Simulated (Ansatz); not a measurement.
# Structure relaxation, Nb

The start is a randomly generated symmetric cell of Nb (space group No. 139). The structure is fully relaxed (lattice and positions, P = 0) with r2SCAN (plane waves to 500 eV, PAW, scalar-relativistic; Ansatz, a first-principles code). The first steps use a coarse 14×14×14 k-mesh.

Starting cell:
```
CELL_PARAMETERS angstrom
     -1.86045     1.86045     1.53690
      1.86045    -1.86045     1.53690
      1.86045     1.86045    -1.53690
ATOMIC_POSITIONS crystal
  Nb 0.50000 0.50000 0.00000
```

```yaml
initial_pressure: "-19.0 GPa (negative: the cell is under tension)"
outcome: The space group goes from I4/mmm (No. 139) to Im-3m (No. 229); the end is bcc (W type), with 1 atom in the primitive cell
energy_released: 0.32 eV/atom
volume_change: -15.3 %, from 21.28 to 18.02 Å³/atom
Shortest distances (start → end): "The closest pairs of elements (up to four, under 3.6 Å), start → end: Nb–Nb 3.05 → 2.86 Å"
band_gap_at_the_end: zero (metallic)
optimiser_moves: 9
```

The end point of the relaxation:

```cif
data_Nb2
_chemical_formula_sum 'Nb2'
_space_group_name_H-M_alt 'Im-3m'
_space_group_IT_number 229
_space_group_name_Hall '-I 4 2 3'
_cell_length_a 3.30295
_cell_length_b 3.30295
_cell_length_c 3.30295
_cell_angle_alpha 90.000
_cell_angle_beta 90.000
_cell_angle_gamma 90.000
loop_
_atom_site_label
_atom_site_type_symbol
_atom_site_symmetry_multiplicity
_atom_site_Wyckoff_symbol
_atom_site_fract_x
_atom_site_fract_y
_atom_site_fract_z
_atom_site_occupancy
Nb1 Nb 2 a 0.00000 0.00000 0.00000 1
```
(The calculation used a cell of 1 atom; values per cell refer to that cell.)

Final values are on a 20×20×20 k-mesh of the relaxed cell. No spin polarisation in the result.

The run could not lose the symmetry of its start; a randomly shaken copy of 2 atoms returns to this structure.
